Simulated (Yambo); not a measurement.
A G0W0@PBE run in Yambo for GaP (zinc blende, space group F-43m, No. 216) under isotropic strain of -1 % on all lattice vectors (4×4×4 Γ-centred k mesh, bands 5 to 180 and a 15 Ry block in the screening, 180 bands in G with the Bruneval-Gonze terminator, plasmon pole fitted at 27.2 eV) gives these matrix elements, in eV, at the band edges (Γ → X):

```csv
state,E0,<Vxc>,<Σx>,<Σc(E0)>,Z
valence edge,0.000,-13.475,-15.435,0.908,0.786
conduction edge,1.579,-9.968,-6.195,-3.935,0.810
```

Question: Solve the linearised quasiparticle equation for both states, give the gap, and say how exchange and correlation each act on it.

Answer: E = E0 + Z(Σx + Σc − Vxc). Valence: 0.000 + 0.786 × (-15.435 + (0.908) − (-13.475)) = -0.83 eV. Conduction: 1.579 + 0.810 × (-6.195 + (-3.935) − (-9.968)) = 1.45 eV. The gap is 2.27 eV, against 1.58 eV in PBE. Replacing Vxc by bare exchange alone would open it by 5.73 eV; correlation takes back 4.84 eV of that, and Z scales what is left. Convergence of the G0W0 settings was not tested. Spin-orbit splittings are left out.

Geometry strained from the cell relaxed with PBEsol, atoms relaxed again; primitive cell a = b = c = 3.8082 Å, α = β = γ = 60.00°.

The potentials are those of PseudoDojo's stringent table.
